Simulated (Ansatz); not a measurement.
The start is a generated cell, Nb placed in the beta-Sn structure type. A full variable-cell relaxation at zero pressure is run with r2SCAN (plane waves to 500 eV, PAW, scalar-relativistic; Ansatz, a first-principles code). The first steps use a coarse 13×13×13 k-mesh.

Input geometry:
```yaml
crystal:
  lattice:
    - [-2.58581, 2.58581, 1.41085]
    - [2.58581, -2.58581, 1.41085]
    - [2.58581, 2.58581, -1.41085]
  atoms:
    - { symbol: Nb, position: [0.75000, 0.25000, 0.50000] }
    - { symbol: Nb, position: [0.00000, 0.00000, 0.00000] }
```

Task: By how much does the energy per atom fall from start to end?

Result: Under 0.01 eV/atom.

Task: How does the volume per atom move from start to end?

Result: +0.8 %, from 18.87 to 19.01 Å³/atom.

Task: How do the shortest distances between atoms change?

Result: The closest pairs of elements (up to four, under 3.6 Å), start → end: Nb–Nb 2.68 → 2.69 Å.

Task: Is the relaxed structure metallic? Give its gap.

Result: No gap (metallic).

Task: Give the final cell and atomic positions.

Result: 
Space group I4₁/amd, origin choice 1 (No. 141); a = b = 5.1835 Å, c = 2.8302 Å, α = β = γ = 90.00°

| atom | site | symmetry | x | y | z |
|---|---|---|---|---|---|
| Nb | 4a | -4m2 | 0.0000 | 0.0000 | 0.0000 |
(The calculation used a cell of 2 atoms; values per cell refer to that cell.)

The space group stays I4₁/amd (No. 141) (the run could not lower it); the end is AFLOW prototype A_tI4_141_a (A5, as in Sn), with 2 atoms in the primitive cell. Final values are on a 19×19×19 k-mesh of the relaxed cell. No spin polarisation in the result.

The run could not lose the symmetry of its start: the end is stationary, and may be a saddle point rather than a minimum.

All atoms sit on sites fixed by symmetry, so only the cell could relax.

The relaxed structure here is a generated cell of Nb: the first start was made by placing the elements on the sites of a structure type, and the end was not matched to a known phase here, so it may be hypothetical. Known forms of Nb include space group No. 229.
